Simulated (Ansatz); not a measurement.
**Nb$_{2}$SiB$_{2}$, first-principles data**

Nb2SiB2:
```
CELL_PARAMETERS angstrom
      3.15930     0.00000     0.00000
     -1.57965     2.73603     0.00000
      0.00000     0.00000     6.97155
ATOMIC_POSITIONS crystal
  Nb 0.33333 0.66667 0.72718
  Nb 0.33333 0.66667 0.27282
  Si 0.00000 0.00000 0.00000
  B  0.00000 0.00000 0.50000
  B  0.66667 0.33333 0.50000
```

Space group P-6m2 (No. 187); conventional cell a = b = 3.159 Å, c = 6.972 Å, α = β = 90.00°, γ = 120.00°.

Method: r²SCAN (plane waves, PAW; program Ansatz). The cell and atoms are relaxed at this level. Other levels are named where they apply.

**Cell and energy**

| Property | Value |
|---|---|
| Volume per atom | 12.05 Å³ |
| Density | 6.49 g/cm³ |
| Formation energy from the elements (no fitted shifts) | -0.69 eV/atom |

**Electronic structure**

| Property | Result |
|---|---|
| Electronic character | metallic (no gap) |
| Density of states at the Fermi level | 0.31 states/eV per atom (mean over ±0.08 eV) |
| Gap with spin–orbit coupling | none (metallic) |

**Mechanics**

| Item | Result |
|---|---|
| Bulk modulus (Birch–Murnaghan fit) | 230 GPa |
| Pressure derivative B′ | 4.2 |

**Charges**

| Item | Result |
|---|---|
| Bader charges | Nb +1.15, Si -0.80, B -0.75 to -0.74 e |

The start of the workflow was typed in or built on a structure type; neither database checked (COD, Materials Project) lists it. Its standing as an ambient phase is unchecked. The r²SCAN relaxation kept the symmetry of its start; whether a distortion lowers the energy is not shown. No spin polarisation was allowed. The references are the lowest solids computed at this level, not always the standard phases. Scalar-relativistic: spin–orbit coupling is off unless named, which matters more the heavier the elements.

Potentials: the earlier of the program's two PAW sets. The files were generated under PBE; for other functionals the program regenerates the frozen cores, and for LDA and PBEsol the local potential too.
